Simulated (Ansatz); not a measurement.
**Quadrupolar parameters in LiPS3**

The cell is a structure deposited in the COD, its atoms then relaxed with PBE in this cell.

```
Li P S
1.0
     5.55780   -3.50350    0.00000
     5.55780    3.50350    0.00000
    -3.79579    0.00000    5.30744
Li P S
2 2 6
Direct
  0.75918 0.24082 0.00000
  0.24082 0.75918 0.00000
  0.15354 0.15354 0.57806
  0.84646 0.84646 0.42194
  0.22410 0.77590 0.50000
  0.77590 0.22410 0.50000
  0.19715 0.19715 0.31874
  0.80285 0.80285 0.68126
  0.32275 0.32275 0.94085
  0.67725 0.67725 0.05915
```

Atom numbers follow the list; atoms alike are taken as one site, whose name carries the number of the first.

All values are calculated (Ansatz; DFT, PBE, plane waves and PAW, scalar-relativistic, 420 eV cutoff, Γ-centred 5×5×5 k-points, Fermi–Dirac smearing 0.02 eV), not measured.

C_Q = eQV_zz/h, which is 24.18 MHz for Q = 1 b and V_zz = 10²¹ V/m²; η = (V_xx − V_yy)/V_zz.

⁶Li: I = 1, Q = -0.8080 mb; 33S: I = 3/2, Q = -69.40 mb. Quadrupole moments are those of Pyykkö's year-2017 table.

Q: Which values are expected at the nuclei?

A: 

```tsv
site	atoms (order as listed)	first shell	V_zz (10²¹ V/m²)	η	C_Q (MHz)
Li	1, 2	4 S at 2.54–2.58 Å; also 2 S at 3.26 Å	0.18	0.08	-0.003
P	3, 4	4 S at 1.99–2.15 Å	-4.02	0.60	–
S5	5, 6	2 P at 2.15 Å, angle 86°; also 2 Li at 3.26 Å	-20.7	0.59	34.7
S7	7, 8	1 P at 2.01 Å; also 2 Li at 2.58 Å	19.78	0.06	-33.2
S9	9, 10	1 P at 1.99 Å; also 2 Li at 2.54 Å	19.94	0.12	-33.5
```

At S7 and S9 V_zz points along its bond to P (within 2°) in each case. At S5 V_zz stands upright on the plane of its two bonds (within 1°).

P has no stable isotope with a ground-state quadrupole moment in the table, so no C_Q is given.

With these PAW files V_zz is typically within 2 to 3 % of all-electron values, but misses above 10 % occur on Li.
